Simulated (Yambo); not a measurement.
```
AlAs
1.0
    0.00000     2.83745     2.83745
    2.83745     0.00000     2.83745
    2.83745     2.83745     0.00000
Al As
1 1
Direct
  0.00000   0.00000   0.00000
  0.25000   0.25000   0.25000
```

AlAs (zinc blende, space group F-43m, No. 216): G0W0@PBEsol in Yambo (4×4×4 Γ-centred k mesh, 104 bands and a 10 Ry block in the screening, 104 bands in G with the Bruneval-Gonze terminator, plasmon pole fitted at 27.2 eV) on wavefunctions from Quantum ESPRESSO. With the symmetry operations that carry no fractional translation, the mesh has 8 irreducible k points, and the gap Γ → X is 2.493 eV.

Task: What changes when point-group symmetry is switched off and time reversal alone is kept?

Result: The mesh then has 36 irreducible points. The exact result doesn't change; the run gives 2.494 eV, and the difference is numerical residue, whose source wasn't traced. Rough time against the symmetric run: about 4× for the empty bands, about 4× for Yambo (3 states against 4).

Spin-orbit coupling is not included.

Geometry relaxed with PBEsol.
